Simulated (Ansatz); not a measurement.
Stress against strain in Sb

```
CELL_PARAMETERS angstrom
0.00000 2.30500 2.30500
2.30500 0.00000 2.30500
2.30500 2.30500 0.00000
ATOMIC_POSITIONS crystal
Sb 0.00000 0.00000 0.00000
```

The geometry is COD entry 9013009, unchecked; take it as a test cell.

Spin–orbit coupling is left out, though it moves levels of the heavy atoms by tenths of an eV or more.

All numbers below come from DFT, PBEsol, all-electron LAPW, scalar-relativistic in Ansatz 0.2.0.

Sampling and basis: a Γ-centred 12×12×12 k mesh, Fermi–Dirac smearing of 0.05 eV, basis error target 1 meV/atom, no spin polarisation.

The strain is applied along the Cartesian axes of the cell as listed (the other components stay zero). Fractional coordinates are held (clamped ions).

σ is the change of stress from the unstrained cell, which is at 5.17 GPa; tension is positive, so slopes are stress–strain coefficients at that pressure. In a metal the k mesh adds noise.

Only quantities that a quadratic follows smoothly over the whole series are listed; rougher ones are left out.

| εxx = εyy | σzz (GPa) | σxx (GPa) |
| --- | --- | --- |
| -0.0300 | -6.80 | -6.20 |
| -0.0100 | -1.83 | -1.89 |
| 0.0000 | 0.00 | 0.00 |
| 0.0100 | 1.76 | 1.54 |
| 0.0200 | 3.44 | 2.88 |
| 0.0300 | 4.78 | 4.30 |

**Question.** Fit the series and read off the stiffness at zero strain.

**Answer.** Least-squares fits y = p0 + p1 x + p2 x² to the rows give σzz (GPa): p1 = 192, p2 = -1200; σxx (GPa): p1 = 173, p2 = -1000. So 2 C12 = 192 GPa and C11 + C12 = 173 GPa.

**Question.** One run, at εxx = εyy = -0.0200, is withheld. Predict its row.

**Answer.** The fits give -4.25, -3.94; the run gave -4.09, -3.98.
